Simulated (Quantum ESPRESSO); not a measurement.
# Planted mistakes on one cell of Ca2ZnAlF7O

Calculated results; nothing here was measured. They come from pw.x of Quantum ESPRESSO 7.5, a plane-wave density functional program, with PseudoDojo standard norm-conserving files (v0.5 for PBE, v0.4.1 for LDA and PBEsol). The cells are made up: elements, strain and atom displacements were drawn at random, and nothing was relaxed. There is no spin polarisation, spin-orbit coupling or dispersion term.

The cell has 12 sites of a fluorite lattice. Sites 1 to 4 hold Ca Zn Al Ca; sites 5 to 12 hold F F F F F O F F. Cell vectors in Å: (5.460, 0.000, 0.000); (0.000, 5.460, 0.000); (0.000, 0.000, 5.460). Settings: PBE, cutoff 1143 eV, 4 x 4 x 4 k mesh shifted by half a step, Fermi-Dirac smearing of 0.025 eV.

The intended run has a self-consistency threshold of 1e-07 eV, a smearing term of 0.000 eV, a pressure of -8.64 GPa and 14 iterations. Each further run changes one thing: all lengths scaled by 0.9944; atoms of sites 6 and 10 exchanged; cutoff 639 eV; files of LDA; k mesh 2 x 2 x 2; one electron added; smearing 0.57 eV; threshold 0.3 eV. A coarse mesh keeps the shift, and a charged cell sits in a uniform background.

| run | change of free energy (eV) | smearing term -TS (eV) | change of P (GPa) | largest change of a force component (eV/Å) | iterations |
| --- | --- | --- | --- | --- | --- |
| A | 27.812 | 0.000 | -138.29 | 0.387 | 14 |
| B | 19.847 | 0.000 | -7.67 | 0.213 | 14 |
| C | -0.049 | 0.000 | -0.06 | 0.015 | 14 |
| D | -0.138 | 0.000 | 1.02 | 0.093 | 14 |
| E | 0.177 | 0.000 | 0.10 | 2.756 | 14 |
| F | -0.463 | -1.286 | 1.55 | 0.425 | 13 |
| G | 0.141 | 0.000 | 0.07 | 0.373 | 6 |
| H | 6.880 | 0.000 | 15.37 | 0.927 | 13 |

A rerun of the intended cell at 1437 eV and k mesh 6 x 6 x 6 moved values by no more than 0.003 eV in the cell's energy, 0.02 GPa in stress and 0.002 eV/Å in force.

Question: which change belongs to which run?

## Worked reading

Run G has the fewest iterations, as a run stopped early does. Run F has the largest smearing term, as wide smearing gives. Run A has a higher energy and the largest fall in pressure, as too small a basis gives. Run D changes the volume by a factor of 0.9833; minus its pressure change over the logarithm of that factor, 61 GPa, is a rough bulk modulus with clamped atoms. Energies from files of another functional, or of a charged cell, have another zero and say nothing on stability; the pressure of a charged cell rests on the program's zero of potential too.

## Key

```
run,change
A,cutoff 639 eV
B,files of LDA
C,k mesh 2 x 2 x 2
D,all lengths scaled by 0.9944
E,atoms of sites 6 and 10 exchanged
F,smearing 0.57 eV
G,threshold 0.3 eV
H,one electron added
```